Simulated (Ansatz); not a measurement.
BC₅ in space group I-4m2 (No. 119; B on 2c, C on 4e, C on 2b, C on 4f) at seven volumes, r²SCAN (plane waves, PAW; program Ansatz), shape and atoms relaxed at each. One row is withheld.

```json
[
 {"V (Å³/atom)": "5.422", "P (GPa)": "43.76"},
 {"V (Å³/atom)": "5.600", "P (GPa)": "27.09"},
 {"V (Å³/atom)": "5.779", "P (GPa)": "12.61"},
 {"V (Å³/atom)": "5.958", "P (GPa)": "0.00"},
 {"V (Å³/atom)": "6.137", "P (GPa)": "-10.97"},
 {"V (Å³/atom)": "6.315", "P (GPa)": "-20.51"},
 {"V (Å³/atom)": "6.494", "P (GPa)": "?"}
]
```

Task: Fit the shown pressures and predict the withheld one.

Result: P = (3/2)B₀(x^(7/2) − x^(5/2))[1 + (3/4)(B′ − 4)(x − 1)] with x = (V₀/V)^(2/3). Least squares on the six rows gives V₀ = 5.958 Å³/atom, B₀ = 391 GPa, B′ = 3.63. At V = 6.494, x = 0.9442 and P = -28.79 GPa. The run itself gave -28.82 GPa.

The first step of the workflow began from a Materials Project structure, measured or hypothetical; the Crystallography Open Database copy checked does not list it. Whether it is the stable phase at ambient conditions was not checked. Symmetry was held in the r²SCAN relaxation; its stability against distortions is not shown here. Its formation energy is positive at this level, so the cell may be metastable or incomplete.

Potentials: the later of the program's two PAW sets.
